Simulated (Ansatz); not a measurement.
Relaxed K2NaRhF6 (space group Fm-3m):

```
K2NaRhF6
1.0
    0.00000     4.06954     4.06954
    4.06954     0.00000     4.06954
    4.06954     4.06954     0.00000
K Na Rh F
2 1 1 6
Direct
  0.75000   0.75000   0.75000
  0.25000   0.25000   0.25000
  0.50000   0.50000   0.50000
  0.00000   0.00000   0.00000
  0.76088   0.23912   0.23912
  0.23912   0.76088   0.76088
  0.23912   0.76088   0.23912
  0.76088   0.23912   0.76088
  0.23912   0.23912   0.76088
  0.76088   0.76088   0.23912
```

A phonon eigenvector at Γ is frozen into this cell: atom i moves by Q times the vector below, so Q is the largest atomic displacement, in Å. The cell is held. It is one choice among 3 degenerate patterns.

| atom | x | y | z |
|---|---|---|---|
| F7 | 0.000 | 0.000 | 1.000 |
| F8 | 0.000 | 0.000 | -1.000 |
| F9 | 0.000 | -1.000 | 0.000 |
| F10 | 0.000 | 1.000 | 0.000 |

Atoms not listed stay in place.

Computed with LDA (plane waves to 420 eV, PAW, scalar-relativistic; Ansatz, an electronic-structure program). k mesh 7×7×7 (Γ-centred), fixed occupations. K2NaRhF6 is run without spin polarisation and with no Hubbard U. K2NaRhF6 was relaxed with its symmetry unable to fall. The zero of ΔE is the undisplaced structure.

```json
[
 {"Q (Å)": "-0.4400", "ΔE (meV/cell)": "46.0"},
 {"Q (Å)": "-0.3667", "ΔE (meV/cell)": "-3.4"},
 {"Q (Å)": "-0.2933", "ΔE (meV/cell)": "-21.5"},
 {"Q (Å)": "-0.2200", "ΔE (meV/cell)": "withheld"},
 {"Q (Å)": "-0.1467", "ΔE (meV/cell)": "-12.1"},
 {"Q (Å)": "-0.0733", "ΔE (meV/cell)": "-3.5"},
 {"Q (Å)": "0.0000", "ΔE (meV/cell)": "0.0"},
 {"Q (Å)": "0.0733", "ΔE (meV/cell)": "-3.5"},
 {"Q (Å)": "0.1467", "ΔE (meV/cell)": "-12.1"},
 {"Q (Å)": "0.2200", "ΔE (meV/cell)": "withheld"},
 {"Q (Å)": "0.2933", "ΔE (meV/cell)": "-21.5"},
 {"Q (Å)": "0.3667", "ΔE (meV/cell)": "-3.4"},
 {"Q (Å)": "0.4400", "ΔE (meV/cell)": "46.0"}
]
```

Problem. Fit an even polynomial form (powers 2, 4, 6) to the given rows and predict ΔE at Q = -0.2200.

Solution. Least squares on the 11 given rows: ΔE = (-670.1)·Q² + (5039)·Q⁴ + (-1812)·Q⁶, in meV/cell with Q in Å; root-mean-square residual 0.02 meV/cell. At -0.2200 the fit gives -20.8 meV/cell; the calculation gives -20.8 meV/cell, the same to the digits shown. The quadratic term alone would give -32.4 meV/cell: it is negative, as the undisplaced cell is unstable along this move.

(For displaced atoms, the force is minus the slope of the energy, and its curvature is a force constant, which sets phonon frequencies.)
